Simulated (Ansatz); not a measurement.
Molecular dynamics on a 2×2×2 supercell (16 atoms) of SnSe (zincblende), relaxed with r2SCAN. Forces come from r2SCAN in Ansatz: a Langevin thermostat at fixed volume, 300 K, steps of 1.5 fs. Spin polarisation is off, nuclei are classical, and the run is far too short for thermal averages. The structure comes from a prototype and may be hypothetical.

```yaml
crystal:
  lattice:
    - [0.0, 6.7279685745, 6.7279685745]
    - [6.7279685745, 0.0, 6.7279685745]
    - [6.7279685745, 6.7279685745, 0.0]
  atoms:
    - { symbol: Sn, position: [0.0, 0.0, 0.0] }
    - { symbol: Se, position: [0.125, 0.125, 0.125] }
    - { symbol: Sn, position: [0.0, 0.0, 0.5] }
    - { symbol: Se, position: [0.125, 0.125, 0.625] }
    - { symbol: Sn, position: [0.0, 0.5, 0.0] }
    - { symbol: Se, position: [0.125, 0.625, 0.125] }
    - { symbol: Sn, position: [0.0, 0.5, 0.5] }
    - { symbol: Se, position: [0.125, 0.625, 0.625] }
    - { symbol: Sn, position: [0.5, 0.0, 0.0] }
    - { symbol: Se, position: [0.625, 0.125, 0.125] }
    - { symbol: Sn, position: [0.5, 0.0, 0.5] }
    - { symbol: Se, position: [0.625, 0.125, 0.625] }
    - { symbol: Sn, position: [0.5, 0.5, 0.0] }
    - { symbol: Se, position: [0.625, 0.625, 0.125] }
    - { symbol: Sn, position: [0.5, 0.5, 0.5] }
    - { symbol: Se, position: [0.625, 0.625, 0.625] }
kpoints:
  mp_grid: { grid: [2, 2, 2] }
hamiltonian:
  xc: r2scan
scf:
  occupations: { method: fermi_dirac, width: 0.026 }
md:
  ensemble: nvt_langevin
  temperature: 300
  timestep: 1.5
  n_steps: 30
  initial_velocities: maxwell_boltzmann
  seed: 4175
```

Command: `ansatz run input.yaml --threads 4 --pin off --max-ram 3686MiB --backend cpu --events-out ev --progress --plain --runs-dir out`. It ended after 7.7 min on 4 threads of Arm Neoverse V2, on a shared host, load about 0.5 per core; peak host memory 3.1 GiB.

```tsv
step	t (fs)	T (K)	free energy F from step 0 (meV/atom)	kinetic energy (meV/atom)	largest force (eV/Å)
0	0	281	0.0	36.4	0.00
1	1.5	289	0.0	37.4	0.02
2	3	267	0.1	34.5	0.03
3	4.5	247	0.1	31.9	0.05
4	6	270	0.2	34.9	0.06
5	7.5	289	0.3	37.3	0.08
6	9	285	0.5	36.8	0.09
7	10.5	284	0.6	36.7	0.11
8	12	263	0.8	34.0	0.13
9	13.5	274	1.1	35.5	0.14
10	15	272	1.3	35.1	0.16
11	16.5	254	1.6	32.8	0.18
12	18	266	1.9	34.4	0.20
13	19.5	261	2.2	33.8	0.22
14	21	291	2.6	37.6	0.25
15	22.5	284	2.9	36.7	0.27
16	24	287	3.4	37.1	0.29
17	25.5	275	3.8	35.5	0.32
18	27	282	4.3	36.5	0.34
19	28.5	262	4.7	33.8	0.37
```

The temperature starts at 281 K, is lowest at step 3 (247 K, 4.5 fs) and ends at 262 K. By the last step the atoms have moved 0.07 Å in the root mean square, the drift of the whole cell taken out, 0.13 Å at most. The job's limit cut the run after 19 of 30 steps.

Positions (Å) and forces (eV/Å) at step 19:
```
Sn  -0.026   0.042  -0.071    -0.006  -0.085   0.358
Se   1.753   1.696   1.727    -0.110   0.163   0.074
Sn   3.368   3.372  -0.011     0.043   0.050   0.047
Se   5.111   4.985   1.683    -0.038   0.130  -0.265
Sn   3.372   0.004   3.359    -0.074  -0.044   0.152
Se   5.053   1.658   5.048    -0.057  -0.057  -0.141
Sn   6.705   3.369   3.355     0.125  -0.005   0.142
Se   8.384   5.037   5.072    -0.062   0.027  -0.091
Sn   0.009   3.423   3.389    -0.097  -0.055   0.002
Se   1.655   5.119   5.129     0.041  -0.156  -0.179
Sn   3.419   6.701   3.362    -0.077   0.046   0.006
Se   5.012   8.368   5.096     0.071   0.059  -0.218
Sn   3.415   3.299   6.710    -0.188   0.151   0.137
Se   4.985   5.141   8.342     0.117  -0.245  -0.054
Sn   6.692   6.715   6.689     0.134   0.050   0.068
Se   8.386   8.429   8.484     0.179  -0.028  -0.039
```
